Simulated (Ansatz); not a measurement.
## Relaxing a structure of Ni

The start is a generated cell, Ni built in the simple-cubic structure type. The structure is fully relaxed (lattice and positions, P = 0) with PBE (plane waves to 420 eV, PAW, scalar-relativistic; Ansatz, a program for electronic structure). The first steps use a coarse 14×14×14 k-mesh.

Initial structure:
```
Ni
1.0
    2.30283     0.00000     0.00000
    0.00000     2.30283     0.00000
    0.00000     0.00000     2.30283
Ni
1
Direct
  0.00000   0.00000   0.00000
```
Spin-polarised start, with parallel moments on Ni.

```yaml
initial_pressure: "+5.1 GPa (positive: the cell is compressed)"
outcome: The space group stays Pm-3m (No. 221) (the run could not lower it); the end is simple cubic type, with 1 atom in the primitive magnetic cell
Shortest distances (start → end): "The closest pairs of elements (up to four, under 3.6 Å), start → end: Ni–Ni 2.30 → 2.33 Å"
band_gap_at_the_end: zero (metallic)
optimiser_moves: 5
```

It ends as:

```cif
data_Ni
_chemical_formula_sum 'Ni1'
_space_group_name_H-M_alt 'Pm-3m'
_space_group_IT_number 221
_space_group_name_Hall '-P 4 2 3'
_cell_length_a 2.32983
_cell_length_b 2.32983
_cell_length_c 2.32983
_cell_angle_alpha 90.000
_cell_angle_beta 90.000
_cell_angle_gamma 90.000
loop_
_atom_site_label
_atom_site_type_symbol
_atom_site_symmetry_multiplicity
_atom_site_Wyckoff_symbol
_atom_site_fract_x
_atom_site_fract_y
_atom_site_fract_z
_atom_site_occupancy
Ni1 Ni 1 a 0.00000 0.00000 0.00000 1
```

Final values are on a 20×20×20 k-mesh of the relaxed cell. Spin state reached: ferromagnetic (net 0.57 μB/atom), from parallel starting moments; other spin orders were not run from this start.

The run could not lower the symmetry of its start; a shaken copy of this end point relaxes with PBE to Fm-3m (No. 225), 0.71 eV/atom lower.

The relaxed structure here is a generated cell of Ni: the first start was made by placing the elements on the sites of a structure type, and the end was not matched to a known phase here, so it may be hypothetical. Known forms of Ni include space group No. 225.
